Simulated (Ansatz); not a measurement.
SnAu:
```
SnAu
1.0
    4.35864     0.00000     0.00000
   -2.17932     3.77469     0.00000
    0.00000     0.00000     5.60003
Sn Au
2 2
Direct
  0.66667   0.33333   0.75000
  0.33333   0.66667   0.25000
  0.00000   0.00000   0.50000
  0.00000   0.00000   0.00000
```

Relaxed with r²SCAN. Special points in fractions of this cell's reciprocal vectors: Γ (0.000, 0.000, 0.000); M (0.500, 0.000, 0.000); K (0.333, 0.333, 0.000); A (0.000, 0.000, 0.500); L (0.500, 0.000, 0.500); H (0.333, 0.333, 0.500).

Q: List the band energies nearest the Fermi level at these points for the program Ansatz at the r²SCAN level (PAW).

A: In eV from the Fermi level; about four levels below and three above (degenerate sets whole), none deeper than 8.9 eV; points with the same levels are listed once.

| k | below | above |
|---|---|---|
| Γ | -4.97 -4.97 -4.02 -4.02 -1.09 | 0.88 0.88 3.12 |
| M | -2.16 -1.92 -1.90 -1.22 | 0.66 3.88 4.91 |
| K | -4.06 -4.06 -1.34 -0.24 -0.24 | 1.04 1.04 1.43 |
| A | -5.06 -5.06 -5.06 -5.06 | 0.09 0.09 2.59 2.59 2.59 2.59 |
| L | -4.67 -4.67 -4.07 -4.07 | 0.55 0.55 1.73 1.73 |
| H | -3.44 -3.44 -2.36 -2.36 | 5.08 5.08 6.09 6.09 |

Space group P6_3/mmc (NiAs type). The first step of the workflow began from a Materials Project structure, measured or hypothetical; the Crystallography Open Database files this formula in space group No. 194, but the cells were not matched. Its standing as an ambient phase is unchecked. The cell was relaxed with r²SCAN under the symmetry of its start; whether a distortion lowers the energy is not shown. Scalar-relativistic: spin–orbit coupling is off unless named, which matters more the heavier the elements.

Potentials: the later of the program's two PAW sets.
